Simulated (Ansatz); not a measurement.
ZrPt3 (Cu3Au type, Pm-3m), PBEsol in the plane-wave PAW code Ansatz, all energies at zero smearing, with the estimated change up to a 700 eV cutoff added, with one set of potentials and settings (totals compare only within such a set). Cell of 4 atoms (1 Zr, 3 Pt): -41284.327 eV.

| element | reference phase | E (eV/atom) |
|---|---|---|
| Zr | P6/mmm, 3 atoms in the cell | -4128.6456 |
| Pt | Fm-3m, 1 atoms in the cell | -12383.8180 |

Formation energy per atom, worked out: (-41284.327 − 1×(-4128.6456) − 3×(-12383.8180))/4 = -1.057 eV/atom (-102 kJ per mol of atoms), at 0 K, without zero-point energy or fitted corrections.

The first step of the workflow began from a Materials Project structure, measured or hypothetical; the Crystallography Open Database files this formula in space group No. 221, but the cells were not matched. Its standing as an ambient phase is unchecked. The PBEsol relaxation kept the symmetry of its start; its stability against distortions is not shown here. The run is not spin-polarised. The references are the lowest solids computed at this level, not always the standard phases. Scalar-relativistic: spin–orbit coupling is off unless named, which matters more the heavier the elements.

Potentials: the later of the program's two PAW sets.
